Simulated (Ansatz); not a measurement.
The cell is Ga4PN3, ordered on the wurtzite lattice (Cm) with 8 atoms a cell; cell and atoms were relaxed with r2SCAN. Space group Cm (No. 8), monoclinic; conventional cell a = 12.416 Å, b = 3.351 Å, c = 5.804 Å, β = 117.6°, 13.38 Å³ an atom. N has 4 Ga at 1.98–2.09 Å; N has 4 Ga at 1.96–2.06 Å; Ga has 3 N at 1.98–1.99 Å and 1 P at 2.23 Å; Ga has 4 N at 2.04–2.09 Å; N has 4 Ga at 1.96–2.04 Å; P has 4 Ga at 2.20–2.24 Å; Ga has 2 N at 1.96 Å and 2 P at 2.20 Å; Ga has 3 N at 2.00–2.02 Å and 1 P at 2.24 Å.

```
N Ga P
1.0
     6.20815   -1.67570    0.02374
     6.20815    1.67570    0.02374
    -2.70585    0.00000    5.13434
N Ga P
3 4 1
Direct
  0.00923 0.00923 0.67818
  0.74883 0.74883 0.08643
  0.49095 0.49095 0.15846
  0.18846 0.18846 0.88171
  0.93559 0.93559 0.27337
  0.66890 0.66890 0.30891
  0.45588 0.45588 0.78227
  0.25215 0.25215 0.58067
```

3 runs of the PAW code Ansatz on this cell differ in the functional (and in the settings that go with it). Levels are in eV from each run's valence top; v1 is the last filled band, c1 the first empty one.

Run A, mean stress 0.0 GPa (compression positive):
```tsv
point	v5	v3	v1	c1	c2	c3
Γ	-2.54	-1.24	-0.11	-0.02	1.83	2.30
C	-4.11	-3.76	-2.60	3.20	3.53	4.09
Y₂	-2.77	-2.37	0.00	1.97	2.22	2.89
M₂	-3.17	-2.65	-0.31	2.21	2.84	3.79
D	-3.79	-2.88	-1.95	1.85	2.36	2.93
A	-3.23	-2.66	-0.30	2.08	2.62	3.79
```

Run B, mean stress +0.2 GPa (compression positive):
```tsv
point	v5	v3	v1	c1	c2	c3
Γ	-2.73	-1.32	-0.02	0.47	2.43	2.88
C	-4.35	-4.01	-2.68	3.78	4.13	4.75
Y₂	-2.99	-2.54	0.00	2.62	2.85	3.51
M₂	-3.40	-2.85	-0.32	2.85	3.48	4.48
D	-4.02	-3.05	-2.01	2.43	2.95	3.52
A	-3.46	-2.87	-0.31	2.69	3.28	4.51
```

Run C, mean stress +4.7 GPa (compression positive):
```tsv
point	v5	v3	v1	c1	c2	c3
Γ	-2.44	-1.19	-0.41	-0.01	1.48	1.98
C	-3.98	-3.64	-2.50	2.89	3.16	3.64
Y₂	-2.66	-2.27	0.00	1.60	1.86	2.52
M₂	-3.06	-2.54	-0.30	1.86	2.47	3.35
D	-3.65	-2.77	-1.86	1.52	2.04	2.59
A	-3.11	-2.56	-0.29	1.74	2.25	3.35
```

**Question.** Match the runs to PBE, r2SCAN, HSE06.

**Answer.** A is r2SCAN, B is HSE06, C is PBE. In order of the gap: PBE none (overlap 0.10), r2SCAN none (overlap 0.02), HSE06 0.47 eV.

No spin polarisation and no zero-point or thermal motion; the cell was built from a prototype and may be hypothetical.

The stress of a hybrid is loosely converged in these runs.

Where bands overlap, v1 and c1 are numbered by the electron count and aren't everywhere filled or empty.

Overlapping bands make a metal at that level, for which these meshes are coarse; small forces, stresses and energy differences are uncertain. A small overlap in a semilocal functional can be an artefact that a hybrid or GW lifts.

The meshes of the hybrids are coarse, so their gaps aren't converged to the digits shown.
